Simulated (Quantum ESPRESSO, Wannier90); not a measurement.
# GeTe (R3m): Wannier90 run

```xyz
2
Lattice="-2.0945 3.6278 0.0000 -4.1890 0.0000 0.0000 -2.0945 1.2093 3.6790" Properties=species:S:1:pos:R:3 pbc="T T T"
Ge     0.0000     0.0000     0.0858
Te     2.0945    -1.2093     1.5219
```

Cell from Materials Project (mp-938), symmetrised, no further relaxation. COD (Crystallography Open Database) has the formula in 3 space groups, this one among them (matched by group alone). Method: PBEsol plane waves in Quantum ESPRESSO 7.5 (PseudoDojo norm-conserving files, 66 Ry, no spin polarisation, no spin-orbit coupling), Bloch states on a 10×10×10 mesh through Γ, Wannier90 4.0.1. Density: 10×10×10 mesh, cold smearing 0.01 Ry. The cell is built of weakly bound layers, chains or molecules, whose nearest atoms lie 3.30 Å apart. Database cells relaxed without dispersion often hold them too far apart, which can enlarge gaps and weakens couplings between them; spacing and stacking were not compared with the measured crystal. Spin-orbit coupling is left out although heavy elements are present.

Bands 12-15 form an isolated set from -8.79 to -0.20 eV relative to the valence-band maximum (on the path) and are turned into 4 Wannier functions by minimising the spread from the start: atomic waves Ge 4s, Te 5p.

Centres (Cartesian, Å; one of the equivalent choices) and spreads:

```tsv
n	x	y	z	spread (Å²)	nearest atom
1	0.000	0.001	-0.071	4.575	Ge1
2	2.094	-1.137	1.555	5.196	Te2
3	2.094	-0.960	1.219	4.824	Te2
4	2.094	-1.534	1.273	4.837	Te2
```

Ω_I = 18.01 Å², Ω_total = 19.43 Å²; the interpolated bands follow pw.x to 11 meV rms on the path. Only this start was tried; a symmetric start can stop on a saddle, and mixtures of these functions could lower the total by at most Ω_total − Ω_I.
